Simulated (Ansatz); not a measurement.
# Phonons of InSb (F-43m)

```yaml
crystal:
  lattice:
    - [0.00000, 3.26019, 3.26019]
    - [3.26019, 0.00000, 3.26019]
    - [3.26019, 3.26019, 0.00000]
  atoms:
    - { symbol: In, position: [0.00000, 0.00000, 0.00000] }
    - { symbol: Sb, position: [0.75000, 0.75000, 0.75000] }
```

The conventional cell has a = 6.520 Å, b = 6.520 Å, c = 6.520 Å, α = 90.00°, β = 90.00°, γ = 90.00°. In (atom 1) is surrounded by 4 Sb at 2.82 Å. Sb (atom 2) is surrounded by 4 In at 2.82 Å.

Computed, not measured; unless marked otherwise by PBEsol, all-electron LAPW in Ansatz 0.2.0, scalar-relativistic. k mesh 10×10×10, Fermi-Dirac smearing of 0.100 eV, basis error target 1 meV/atom. The cell was relaxed by PAW under this functional.

Atoms are displaced by 0.01 Å in the smallest supercells that hold the wave vectors of a 2×2×2 mesh. Negative values stand for unstable modes.

Question: What are the phonon energies at the solved wave vectors, in cm⁻¹?

Answer: 

```tsv
q	point	modes (cm⁻¹)
0.000 0.000 0.000	Gamma	172.8 (×3)
0.500 0.000 0.000	L	31.3 (×2), 124.6, 153.8, 171.1 (×2)
0.500 0.500 0.000	X	36.4 (×2), 139.7, 147.5, 168.3 (×2)
```

Question: Is the structure dynamically stable at these wave vectors?

Answer: Yes, no mode is unstable there; wave vectors off this mesh aren't tested.

Question: How do the optical zone-centre modes decompose, and which are active?

Answer: Point group -43m: Γ_opt = T2.

| label | cm⁻¹ | activity | mostly |
| --- | --- | --- | --- |
| T2 | 172.8 | IR and Raman | In (52 %) |

In a metal the activity is that of symmetry alone; free carriers screen the infrared modes.

Question: How well do frozen-core PAW files reproduce these all-electron values?

Answer: With a cutoff of 420 eV and displacements of 0.0025 Å, the r.m.s. difference over the modes is 0.1 cm⁻¹; the largest difference is 171.2 (PAW) against 171.1 cm⁻¹ (LAPW).

Question: The cell is scaled evenly to 68.264 and 70.344 Å³ (from 69.304), with free atoms relaxed and the shape held. What are the mode Grüneisen parameters γ = −d ln ω/d ln V?

Answer: For the highest mode, 176.4 cm⁻¹ in the small cell and 169.3 in the large one give γ ≈ 1.37. From the change of the dynamical matrix on each mode:

```json
{"point": "Gamma", "cm⁻¹": "172.8", "γ": "1.38"}
{"point": "L", "cm⁻¹": "31.3", "γ": "-2.55"}
{"point": "L", "cm⁻¹": "124.6", "γ": "0.60"}
{"point": "L", "cm⁻¹": "153.8", "γ": "1.78"}
{"point": "L", "cm⁻¹": "171.1", "γ": "1.55"}
{"point": "X", "cm⁻¹": "36.4", "γ": "-3.44"}
{"point": "X", "cm⁻¹": "139.7", "γ": "1.36"}
{"point": "X", "cm⁻¹": "147.5", "γ": "1.16"}
{"point": "X", "cm⁻¹": "168.3", "γ": "1.74"}
```

Weighted by the modes' heat capacities at 300 K, the mean on this mesh is 0.02; it moves with the q mesh, and a coarse one overweights the zone boundary. Rows under −0.05 (2 here) are modes that soften under compression and pull towards negative thermal expansion.

Limits of these numbers: the gap is closed or tiny at this level, so small that the run used smearing; responses move with mesh and smearing; the frozen-core PAW files of the compared runs were fitted under PBE, their cores solved anew for this functional; responses of metals move with mesh and smearing.
